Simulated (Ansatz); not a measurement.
4 guesses for K₃TbTe₂ and where they end

The calculation used DFT PBE, scalar-relativistic, plane waves, PAW, and for the lanthanide a 4f-in-core norm-conserving potential, in Ansatz. All cells share a 690 eV cutoff and Γ-centred k meshes spaced at most about 0.3 Å⁻¹ (about 0.25 or finer for metals, 2π included). No spin polarisation in the final relaxations.

Each guess was relaxed in cell and atoms at zero pressure, within the symmetry of its start. All energies are static (0 K, no zero-point motion). Coordination counts Te atoms around K and Tb (those within 1.25 times the shortest such distance or 1.15 times the sum of covalent radii, 1.27 where that leaves under three; a plus sign parts nearer from farther groups; the shortest distance is added where it exceeds 1.18 times the sum of covalent radii; a slash parts the counts of unlike sites).

```json
{"guess": "1", "made from": "Mg3HgAu2 type", "start group": "P4/mmm", "V start (Å³/atom)": "31.8", "end group": "P4/mmm", "V end (Å³/atom)": "42.6", "coordination at the end": "K 4/8 from 4.2 Å, Tb 2", "gap on mesh (eV)": "0", "E over the lowest end (meV/atom)": "0"}
{"guess": "2", "made from": "random cell", "start group": "P6/mmm", "V start (Å³/atom)": "38.4", "end group": "P6/mmm", "V end (Å³/atom)": "65.4", "coordination at the end": "K 4, Tb 2", "gap on mesh (eV)": "0", "E over the lowest end (meV/atom)": "491"}
{"guess": "3", "made from": "Eu2Al3Ga type", "start group": "R-3m", "V start (Å³/atom)": "35.2", "end group": "?", "V end (Å³/atom)": "?", "coordination at the end": "?", "gap on mesh (eV)": "?", "E over the lowest end (meV/atom)": "?"}
{"guess": "4", "made from": "CeGa3Pd2 type", "start group": "P6/mmm", "V start (Å³/atom)": "31.5", "end group": "P6/mmm", "V end (Å³/atom)": "36.7", "coordination at the end": "K 4, Tb 6", "gap on mesh (eV)": "0", "E over the lowest end (meV/atom)": "284"}
```

Guess 3 as it starts:

```
K Tb Te
1.0
     3.32413    1.91919    5.51030
    -3.32413    1.91919    5.51030
     0.00000   -3.83838    5.51030
K Tb Te
3 1 2
Cartesian
  -1.6621 -0.9596 5.5103
  1.6621 -0.9596 5.5103
  0.0000 1.9192 5.5103
  0.0000 0.0000 8.2655
  0.0000 0.0000 14.4624
  0.0000 0.0000 2.0685
```

**Question.** Predict the end of this guess and its energy over the lowest end.

**Answer.** It ends in space group R-3m (No. 166), with a = 6.154 Å, c = 19.322 Å, 35.2 Å³/atom and no gap. It lies 0.47 eV/atom over the lowest end, above guess 4 and below guess 2. Counting Te atoms around K and Tb, this end has K 4+2, Tb 6 and the lowest (guess 1) has K 4/8 from 4.2 Å, Tb 2.

```
K Tb Te
1.0
     3.07694    1.77647    6.44070
    -3.07694    1.77647    6.44070
     0.00000   -3.55294    6.44070
K Tb Te
3 1 2
Direct
  0.00000 0.50000 0.50000
  0.50000 0.00000 0.50000
  0.50000 0.50000 0.00000
  0.50000 0.50000 0.50000
  0.88297 0.88297 0.88297
  0.11703 0.11703 0.11703
```

The zero of energy is the elements' standard structures at the same level; no fitted shifts are applied.

**Question.** Is the lowest end bound against the elements?

**Answer.** Yes: its formation energy is −0.64 eV/atom. A negative formation energy is needed for stability but isn't enough: competing phases decide.

Spin–orbit coupling, which can matter for Te, is left out. The zero gap of R-3m may come from the functional, which often closes small gaps, or the cell may be a true semimetal. The reference form of Te is held partly by dispersion forces, which this level lacks. Cells relaxed within their symmetry can be saddle points. A lower structure may well exist outside this small set. Some structure types and database cells were kept out of the candidates from the start, so a known form may be missing.

The lanthanide is trivalent by construction, without f bands, f moments or other valences. The reference runs of the other elements, and any phases without the lanthanide, used 420 eV, which shifts energies against them by under 10 meV/atom. The lanthanide's reference is the lowest of its hcp, dhcp and fcc cells.
